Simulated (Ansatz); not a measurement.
## Rb: energy along a strain

Rb, Im-3m, a = 5.612 Å (as given, not relaxed at this level: -0.1 GPa). Ansatz: PBEsol, PAW, 420 eV, Γ-centred 12×12×12 mesh on 1 atom, Gaussian smearing 0.15 eV; no spin polarisation. Cell vectors (Å): -2.806 2.806 2.806; 2.806 -2.806 2.806; 2.806 2.806 -2.806. The cell is strained by x per cent times the pattern (0 0 0 1 0 0) in the order xx yy zz yz xz xy (engineering shears), with fractional coordinates held. y is the free energy over the start, V0 = 88.374 Å³/atom. Symmetry makes y even in x.

```
x (%) y (meV/atom)
-4.00             ?
-2.00          0.21
 0.00          0.00
 0.50          0.01
 1.00          0.05
 1.50          0.12
 2.50          0.32
 3.00          0.47
 3.50          0.64
```

Q: Fit y = c2 x² + c4 x⁴ to the other rows, get the stiffness along the pattern, and predict the missing energy.

A: Least squares on the rows shown. y = 0.05165 x² + 4.721×10⁻⁵ x⁴. The clamped-ion stiffness p·C·p = 2 × 0.5165 eV × 160.2 / 88.374 Å³ = 1.9 GPa, which is C44 in these axes. At x = -4.00 the fit asked for gives 0.84 meV/atom. The run gave 0.83 meV/atom, so the fit is 0.01 meV/atom too high, a small miss on the scale of the series.